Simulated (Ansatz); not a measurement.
Task: Each is relaxed and computed with plane-wave PAW LDA (Ansatz code). Which alone has a direct gap?
A. SiGeO3, P4mm (Si on 1b, Ge on 1a, O on 2c, O on 1b)
B. SiO2, rutile
C. La2O3, La2O3 or Ni2Al3 type
D. BaTiO3, Amm2 (Ba on 2a, Ti on 2b, O on 4e, O on 2a)

Result: B, SiO2, rutile. SiO2: gap 5.82 eV (direct); SiGeO3: gap 1.63 eV (indirect); La2O3: gap 3.73 eV (indirect); BaTiO3: gap 2.03 eV (indirect). Typed or built starts, not in the databases checked: SiGeO3, P4mm (Si on 1b, Ge on 1a, O on 2c, O on 1b). Not the usual ambient phase: SiO2, rutile; BaTiO3, Amm2 (Ba on 2a, Ti on 2b, O on 4e, O on 2a). Weakly bound layers, chains or molecules computed without a dispersion correction, so cells and soft constants are ill determined: SiGeO3, P4mm (Si on 1b, Ge on 1a, O on 2c, O on 1b). Unstable at this level: SiGeO3, P4mm (Si on 1b, Ge on 1a, O on 2c, O on 1b); BaTiO3, Amm2 (Ba on 2a, Ti on 2b, O on 4e, O on 2a). All cells were relaxed under the symmetry of their starts (and spin orders); stability against distortions was not tested throughout. Named crystals with no word on spin ran without spin polarisation. Scalar-relativistic: spin–orbit coupling is off unless named, which matters more the heavier the elements.

Potentials: the earlier of the program's two PAW sets. The files were generated under PBE; for other functionals the program regenerates the frozen cores, and for LDA and PBEsol the local potential too.
